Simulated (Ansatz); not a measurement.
## Trial structures of SrErAs3: starts and ends

These are results of DFT PBE, scalar-relativistic, plane waves, PAW, and for the lanthanide a 4f-in-core norm-conserving potential, in Ansatz, not measurements. All cells share a 770 eV cutoff and Γ-centred k meshes spaced at most about 0.3 Å⁻¹ (about 0.25 or finer for metals, 2π included). No spin polarisation in the final relaxations.

Each guess was relaxed in cell and atoms at zero pressure, within the symmetry of its start. Temperature and zero-point effects are left out. Coordination counts As atoms around Er and Sr (those within 1.25 times the shortest such distance or 1.15 times the sum of covalent radii, 1.27 where that leaves under three; the shortest distance is added where it exceeds 1.18 times the sum of covalent radii).

| guess | made from | start group | V start (Å³/atom) | end group | V end (Å³/atom) | coordination at the end | gap on mesh (eV) | E over the lowest end (meV/atom) |
| --- | --- | --- | --- | --- | --- | --- | --- | --- |
| 1 | random cell | P-62m | 25.5 | ? | ? | ? | ? | ? |
| 2 | CsCaF3 type | Pm-3m | 21.0 | Pm-3m (cubic perovskite) | 30.7 | Sr 12 from 3.8 Å, Er 6 | 0 | 259 |
| 3 | random cell | Pm-3m | 26.7 | Pm-3m (cubic perovskite) | 31.2 | Sr 6, Er 12 from 3.8 Å | 0 | 1210 |
| 4 | random cell | R-3m | 31.0 | R-3m | 29.8 | Sr 6, Er 6 | 0 | 0 |

Guess 1 as it starts:

```cif
data_structure
_symmetry_space_group_name_H-M 'P-62m'
_symmetry_Int_Tables_number 189
_cell_length_a 4.7929
_cell_length_b 4.7929
_cell_length_c 6.4050
_cell_angle_alpha 90.000
_cell_angle_beta 90.000
_cell_angle_gamma 120.000
_cell_volume 127.42
loop_
_atom_site_label
_atom_site_type_symbol
_atom_site_symmetry_multiplicity
_atom_site_Wyckoff_symbol
_atom_site_fract_x
_atom_site_fract_y
_atom_site_fract_z
_atom_site_occupancy
Sr1 Sr 1 b 0.00000 0.00000 0.50000 1
Er1 Er 1 a 0.00000 0.00000 0.00000 1
As1 As 3 g 0.49586 0.00000 0.50000 1
```

Task: Predict the end of this guess and its energy over the lowest end.

Result: It ends in space group P6/mmm (No. 191), with a = 5.851 Å, c = 6.173 Å, 36.6 Å³/atom and no gap. It lies 1.32 eV/atom over the lowest end, above guess 3 and so the highest of the set. Counting As atoms around Er and Sr, this end has Sr 6, Er 12 from 4.3 Å and the lowest (guess 4) has Sr 6, Er 6.

```xyz
5
Lattice="5.8511 0.0000 0.0000 -2.9255 5.0672 0.0000 0.0000 0.0000 6.1728" Properties=species:S:1:pos:R:3 pbc="T T T"
Sr    0.0000    0.0000    3.0864
Er    0.0000    0.0000    0.0000
As    2.9255    0.0000    3.0864
As   -1.4628    2.5336    3.0864
As    1.4628    2.5336    3.0864
```

Energies over the elements count from the elements' standard structures at the same level, with no fitted energy shifts.

Task: Is the lowest end bound against the elements?

Result: Yes: its formation energy is −0.71 eV/atom. A negative formation energy is needed for stability but isn't enough: competing phases decide.

The reference form of As is held partly by dispersion forces, which this level lacks. Cells relaxed within their symmetry can be saddle points. A lower structure may well exist outside this small set. Some types were kept out of the candidates beforehand, so the set may lack a known form.

The lanthanide is trivalent by construction, without f bands, f moments or other valences. The reference runs of the other elements, and any phases without the lanthanide, used 420 eV, which shifts energies against them by under 10 meV/atom. The lanthanide's reference is the lowest of its hcp, dhcp and fcc cells.
